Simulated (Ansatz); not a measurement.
CO2:
```
CELL_PARAMETERS angstrom
      5.57829     0.00000     0.00000
      0.00000     5.57829     0.00000
      0.00000     0.00000     5.57829
ATOMIC_POSITIONS crystal
  C  0.00000 0.00000 0.00000
  C  0.50000 0.00000 0.50000
  C  0.50000 0.50000 0.00000
  C  0.00000 0.50000 0.50000
  O  0.12007 0.12007 0.12007
  O  0.87993 0.87993 0.87993
  O  0.37993 0.87993 0.62007
  O  0.62007 0.12007 0.37993
  O  0.62007 0.37993 0.87993
  O  0.37993 0.62007 0.12007
  O  0.87993 0.62007 0.37993
  O  0.12007 0.37993 0.62007
```

This is the r²SCAN-relaxed structure.

All from DFT-r²SCAN in the program Ansatz with PAW potentials, unless another level is named. Give the formation energy from the elements (no fitted shifts).

-129 kJ/mol of atoms.

Predict the band gap.

7.52 eV (direct).

What about the valence-band maximum?

at Γ.

Space group Pa-3. The cell was relaxed with r²SCAN under the symmetry of its start. The substance is a gas or liquid at ambient conditions; this is its low-temperature solid. A crystal of weakly bound molecules computed without a dispersion correction: the cell and the soft elastic constants depend strongly on that. The references are the lowest solids computed at this level, not always the standard phases (solids in place of the gases).

Potentials: the earlier of the program's two PAW sets.
